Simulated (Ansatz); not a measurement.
Below is a relaxed structure of AlIn2As2P. The cell was found from a structure generator's guess, not taken from experiment.

Theory: DFT PBE, scalar-relativistic, plane waves, PAW (Ansatz 0.2.0). Cutoff 420 eV, Γ-centred mesh, Gaussian smearing, no spin polarisation.

```
Al In P As
1.0
    -2.72029    2.72029    5.43637
     2.72029   -2.72029    5.43637
     2.72029    2.72029   -5.43637
Al In P As
1 2 1 2
Direct
  0.00000 0.00000 0.00000
  0.50000 0.00000 0.50000
  0.00000 0.50000 0.50000
  0.50000 0.50000 0.00000
  0.75000 0.25000 0.50000
  0.25000 0.75000 0.50000
```

The zero of energy is the elements' standard structures at the same level; no fitted shifts are applied. The references include black phosphorus.

Task: Find its symmetry and describe it.

Result: I4/mmm (No. 139). Conventional cell: a = 5.441 Å, c = 10.873 Å. Al is surrounded by 4 In at 2.72 Å; around In lie 2 As at 2.72 Å, 2 Al at 2.72 Å and 2 P at 2.72 Å; around P lie 4 In at 2.72 Å; As is surrounded by 2 In at 2.72 Å.

Task: What is its formation energy per atom?

Result: +0.75 eV/atom. The separate elements lie lower, so it is unstable against them.

Task: Is it a metal?

Result: Yes, bands cross the Fermi level on the 10×10×10 mesh.

The last run used a 10×10×10 mesh for its 6-atom cell and Gaussian smearing of 0.10 eV. The reference forms of As and P are held partly by dispersion forces, which this level lacks. Symmetry constrained the relaxation, so the result can be a saddle point. Another cell of AlIn2As2P relaxed alike, in P4/mmm, lies 0.50 eV/atom lower, so this cell isn't the stable form at this level.
